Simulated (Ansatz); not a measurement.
ScIn3:
```
CELL_PARAMETERS angstrom
      4.49444     0.00000     0.00000
      0.00000     4.49444     0.00000
      0.00000     0.00000     4.49444
ATOMIC_POSITIONS crystal
  Sc 0.00000 0.00000 0.00000
  In 0.00000 0.50000 0.50000
  In 0.50000 0.00000 0.50000
  In 0.50000 0.50000 0.00000
```

Relaxed with r²SCAN. Special points in fractions of this cell's reciprocal vectors: Γ (0.000, 0.000, 0.000); X (0.000, 0.500, 0.000); M (0.500, 0.500, 0.000); R (0.500, 0.500, 0.500).

**Question.** List the band energies nearest the Fermi level at these points for plane-wave PAW r²SCAN (Ansatz code).

**Answer.** In eV from the Fermi level; about four levels below and three above (degenerate sets whole), none deeper than 8.9 eV; points with the same levels are listed once.

```
k                          below           above
-  -----------------------------  --------------
Γ  -2.63 -2.63 -2.16 -2.16 -2.16  1.41 1.41 1.41
X        -1.55 -1.55 -0.95 -0.95  1.16 1.16 1.40
M  -6.19 -6.19 -4.31 -0.41 -0.41  1.26 1.71 1.78
R        -4.26 -3.28 -3.28 -3.28  1.48 2.00 2.00
```

Space group Pm-3m (Cu3Au type). The workflow started from a Materials Project entry (that database holds measured and hypothetical structures alike); the Crystallography Open Database files this formula in space group No. 221, but the cells were not matched. Whether it is the stable phase at ambient conditions was not checked. Symmetry was held in the r²SCAN relaxation; its stability against distortions is not shown here. The run is not spin-polarised. Spin–orbit coupling is left out wherever it is not named.

Potentials: the later of the program's two PAW sets.
